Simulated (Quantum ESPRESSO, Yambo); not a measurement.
**Levels of theory for the gap of CsCdF3**

CsCdF3 (cubic perovskite, space group Pm-3m, No. 221): one geometry, one set of norm-conserving LDA (Quantum ESPRESSO, 102 Ry, scalar-relativistic) orbitals, self-energies from Yambo (4×4×4 Γ-centred k mesh, bands 5 to 139 and a 7 Ry block in the screening, 139 bands in G with the Bruneval-Gonze terminator, plasmon pole fitted at 27.2 eV).

The geometry is that of Materials Project entry mp-8399, symmetrised and not relaxed again.

```csv
level,gap R → Γ (eV),direct gap at Γ (eV),rough Yambo cost
LDA (Quantum ESPRESSO),3.08,4.17,–
exchange only (Hartree-Fock self-energy on LDA orbitals),15.08,16.88,about 1/10 (8 states)
static COHSEX@LDA,6.95,8.54,within a factor of two (3 states)
"G0W0@LDA, plasmon pole",6.35,7.61,1 (8 states)
```

Bare exchange has no screening and gives the widest gap; static COHSEX screens it but leaves out the frequency dependence, which G0W0 restores.

Costs are rough ratios of core time on shared machines.

Convergence of the G0W0 settings was not tested.

Spin-orbit splittings are left out. The cell is held in this high symmetry; tilts and polar distortions were not searched.

The structure is a Materials Project entry; no match was found in the copy of COD used, and its stability was not checked.
